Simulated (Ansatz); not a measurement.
# PbS, a database entry at a rescaled volume

```yaml
crystal:
  lattice:
    - [0.00000, 2.95761, 2.95761]
    - [2.95761, 0.00000, 2.95761]
    - [2.95761, 2.95761, 0.00000]
  atoms:
    - { symbol: Pb, position: [0.00000, 0.00000, 0.00000] }
    - { symbol: S, position: [0.50000, 0.50000, 0.50000] }
```

The numbers come from plane-wave PAW DFT (Ansatz): r2SCAN, no spin polarisation, 500 eV, 8×8×8 Γ-centred k points, fermi-dirac occupations (width 0.1 eV). Nothing was relaxed.

Describe some of the short contacts.

Pb–S at 2.96 Å: least valence density 0.23 e/Å³ and ELF 0.25 there. These are pseudo-fields; inside the PAW spheres they differ from the all-electron ones.

Which element gives electrons and which takes them?

Bader charges in e: Pb +1.06, S -1.06. In the mean Pb gives up most and S takes most.

What is the band gap?

The gap is 0.58 eV, direct at the points sampled.

What is the formation energy?

-0.66 eV an atom against the elements' usual phases (free molecules for gases, crystals otherwise, with no correction for O₂ or N₂), so it is bound against them; other compounds may still compete. Relaxing would lower it.

Are the atoms at rest?

The forces vanish by the symmetry of the sites.

Origin: a database entry at a rescaled volume. Caveats: no spin-orbit coupling, which can shift this gap by tenths of an eV.
